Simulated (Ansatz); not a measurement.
**CrO2 (P4_2/mnm): lattice vibrations**

```
CELL_PARAMETERS angstrom
4.39407 0.00000 0.00000
0.00000 4.39407 0.00000
0.00000 0.00000 2.88562
ATOMIC_POSITIONS crystal
Cr 0.00000 0.00000 0.00000
Cr 0.50000 0.50000 0.50000
O 0.30323 0.30323 0.00000
O 0.19677 0.80323 0.50000
O 0.69677 0.69677 0.00000
O 0.80323 0.19677 0.50000
```

Starting moments along z (μB): Cr1 +1.7, Cr2 +1.7, O3 +0, O4 +0, O5 +0, O6 +0.

Level of theory, where no other is named: PBEsol, all-electron LAPW in Ansatz 0.2.0, scalar-relativistic, spin-polarised. k mesh 8×8×10, Fermi-Dirac smearing of 0.100 eV, basis error target 0.5 meV/atom. The cell was relaxed by PAW under this functional.

Atoms are displaced by 0.01 Å in the primitive cell, which gives the zone-centre modes alone. Negative values stand for unstable modes.

Problem. Is the structure dynamically stable at these wave vectors?

Solution. Yes, no mode is unstable there; wave vectors off this mesh aren't tested.

Problem. How do the optical zone-centre modes decompose, and which are active?

Solution. Point group 4/mmm: Γ_opt = B1g + 2B1u + 3Eu + A2u + A2g + Eg + A1g + B2g.

| label | cm⁻¹ | activity | mostly |
| --- | --- | --- | --- |
| B1g | 157.1 | Raman | O (100 %) |
| B1u | 201.2 | silent | Cr (94 %) |
| Eu | 340.9 | IR | O (50 %) |
| Eu | 390.8 | IR | Cr (72 %) |
| A2u | 446.1 | IR | O (62 %) |
| A2g | 453.8 | silent | O (100 %) |
| Eg | 476.7 | Raman | O (100 %) |
| B1u | 553.2 | silent | O (94 %) |
| Eu | 559.4 | IR | O (83 %) |
| A1g | 590.4 | Raman | O (100 %) |
| B2g | 702.4 | Raman | O (100 %) |

In a metal the activity is that of symmetry alone; free carriers screen the infrared modes.

Problem. How well do frozen-core PAW files reproduce these all-electron values?

Solution. With a cutoff of 420 eV and displacements of 0.0025 Å, the r.m.s. difference over the modes is 1.2 cm⁻¹; the largest difference is 443.4 (PAW) against 446.1 cm⁻¹ (LAPW).

Keep in mind: a lower magnetic state may exist; responses of metals move with mesh and smearing; zone-boundary modes aren't tested; the frozen-core PAW files of the compared runs were fitted under PBE, their cores solved anew for this functional.
